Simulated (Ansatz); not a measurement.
A geometry of ZrO2 away from equilibrium: step 3 of the relaxation of a relaxed ZrO2 cell displaced along its unstable phonon at q = (½, ½, ½) of its primitive reciprocal cell (232i cm⁻¹), largest move 0.15 Å. Level of theory: PBE (plane waves to 420 eV, PAW, scalar-relativistic; Ansatz, a first-principles code). Γ-centred k-mesh 9×9×9 on the run's cell (coarser than for final values), Fermi–Dirac smearing 0.05 eV. The plane waves were selected for a different cell earlier on the path.

```
ZrO2
1.0
    3.18086     1.83703    11.21970
    0.00000     1.83703    11.21970
    1.59043    -0.92077    11.22007
Zr O
2 4
Direct
  0.99742   0.99748   0.00517
  0.49659   0.99661   0.00683
  0.90297   0.30096   0.19407
  0.33457   0.23268   0.33086
  0.76597   0.36786   0.46807
  0.33579   0.43781   0.32841
```

Task: What forces act on the atoms (eV/Å)?

Result: 
```json
[
 {"atom": "Zr1", "Fx": "0.00", "Fy": "-0.18", "Fz": "-0.05"},
 {"atom": "Zr2", "Fx": "0.00", "Fy": "-0.18", "Fz": "0.05"},
 {"atom": "O3", "Fx": "0.00", "Fy": "0.44", "Fz": "-0.22"},
 {"atom": "O4", "Fx": "0.00", "Fy": "-0.26", "Fz": "-0.17"},
 {"atom": "O5", "Fx": "0.00", "Fy": "-0.26", "Fz": "0.17"},
 {"atom": "O6", "Fx": "0.00", "Fy": "0.44", "Fz": "0.22"}
]
```

The path ends in R-3m (No. 166). No spin polarisation in the result. No dispersion correction is included, so spacings between layers, chains or molecules are soft and tend to come out too large.

The run could not lose the symmetry of its start, so the end can be a saddle point.

The end of the path is a generated cell of ZrO2: the first start was made by placing the elements on the sites of a structure type, and the end was not matched to a known phase here, so it may be hypothetical. Known forms of ZrO2 include space group No. 14, 137, 225.
